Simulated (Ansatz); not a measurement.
Q: Ε∞ from LDA minus that from PBE (% of the latter), each on its own relaxed cell (Ansatz, a first-principles code, plane waves, PAW; no spin–orbit coupling, no Hubbard U), over 12 phases of the class «sulfides, selenides and tellurides»: what sign and size do you expect?

A: Mean 5 %, median 4 %, mean absolute 5 %; eight in ten lie between 3 and 8 %, and 92 % are above zero.

Some cases that may be named, with their rank among the 12 from the lowest: FeS2, Pnnm (Fe on 2a, S on 4g) -1 % (rank 1); K2S, anti-fluorite 5 % (rank 7); CaSe, rock salt 7 % (rank 10); BaS, rock salt 8 % (rank 11); CaS, rock salt 8 % (rank 12).

The phases are those computed here (of each formula those with measured values and the lowest at some level), not a balanced benchmark, and neither functional is the truth. Pairs that end in unlike spin orders or unlike minima (c/a over 6 % apart, 30 % for weakly bound crystals), magnets with 4f shells, solids of gases and phases set aside for tests are left out.

Began spin-polarised and lost the moments: FeS2, Pnnm (Fe on 2a, S on 4g) with PBE. All cells were relaxed under the symmetry of their starts (and spin orders); stability against distortions was not tested throughout. Named crystals with no word on spin ran without spin polarisation. Scalar-relativistic: spin–orbit coupling is off unless named, which matters more the heavier the elements.

Potentials: the later of the program's two PAW sets.

Ansatz is a plane-wave DFT program.
